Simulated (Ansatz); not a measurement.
**Pressure gauges and gaskets: equation-of-state parameters at work**

Screening note. Bulk modulus and its pressure derivative give the pressure that a small compression needs; a soft, simple solid makes a sensitive pressure gauge, a stiff one a good anvil or seat.

MgO serves as the reference. Hydrostatic compression by 3 % of the volume (V₀/V = 1.0309), no change of phase.

Where the numbers come from (Ansatz, a plane-wave PAW program): B₀, B₀′: r²SCAN, Birch–Murnaghan fit of energy against volume; volume per atom: r²SCAN, relaxed cell.

Definitions used: linear estimate = B₀ × compression; P = (B₀/B₀′)[(V₀/V)^B₀′ − 1]; modulus under load = B₀ + B₀′P; relative pressure = P/P_ref.

| crystal | B₀ (GPa) | B₀′ | V (Å³/atom) | linear estimate (GPa) | Murnaghan pressure (GPa) | modulus there (GPa) | pressure (relative) |
|---|---|---|---|---|---|---|---|
| SrTl2 (P6₃/mmc, hP6) | 31.3 | 5.1 | 31.55 | 0.94 | 1.030 | 36.6 | 0.190 |
| BeAu (P2₁3, cP8) | 160 | 4.8 | 12.86 | 4.8 | 5.243 | 185 | 0.97 |
| Sr2CuO2Br (R-3m, hR6) | 53.0 | 4.8 | 22.27 | 1.6 | 1.737 | 61.3 | 0.32 |
| MgO (rock salt), reference | 167 | 4.1 | 9.29 | 5.0 | 5.413 | 189 | 1.00 |

Runs started from generated or typed cells of the structure named: MgO. Whether these are the forms stable at ambient conditions was not checked: SrTl2 (P6₃/mmc, hP6); BeAu (P2₁3, cP8); Sr2CuO2Br (R-3m, hR6). Spin–orbit coupling is left out unless named.

Worked for SrTl2 (P6₃/mmc, hP6):

1. linear estimate: 31.3 × 3/100 = 0.94 GPa
2. P = (31.3/5.1) × (1.0309^5.1 − 1) = 1.030 GPa
3. modulus there: 31.3 + 5.1 × 1.030 = 36.6 GPa
4. relative pressure: 1.030/5.413 = 0.190

The steps for MgO:

linear estimate: 167 × 3/100 = 5.0 GPa; P = (167/4.1) × (1.0309^4.1 − 1) = 5.413 GPa; modulus there: 167 + 4.1 × 5.413 = 189 GPa.

In order of relative pressure, highest first: MgO (1.00 ± 0.050) ≈ BeAu (P2₁3, cP8) (0.97 ± 0.049), Sr2CuO2Br (R-3m, hR6) (0.32 ± 0.016), SrTl2 (P6₃/mmc, hP6) (0.190 ± 0.0096). The ± follows from allowances picked for this note (B₀ 5 %, B₀′ 0.4), carried to first order and added in quadrature, each row's own inputs moving alone; ≈ joins neighbours closer than their two ± added in quadrature.

B₀′ is the least certain number of such a fit, often by half a unit. Where several phases of a formula are at hand, those over 0.1 eV/atom above the lowest were not drawn (by r²SCAN where it compared them, else by the largest value; a layered or molecular lowest phase counts only with a dispersion term); other phases could lie lower still. Rows were sampled with a lean to familiar crystals, related or not, whatever their agreement with measurement; tables with many equal figures were not kept. Limits of the draw: no layered crystals, B₀′ of 2 to 8; no unfamiliar magnets, and cubic perovskites only if shown or known to be stable. As a rule kept out of such tables: 4f compounds, open-shell compounds run without a Hubbard term, cells found unstable in the tests at hand, cells close to a higher symmetry, and runs set to a pressure or over 12 % in volume from the crystal's fullest run.
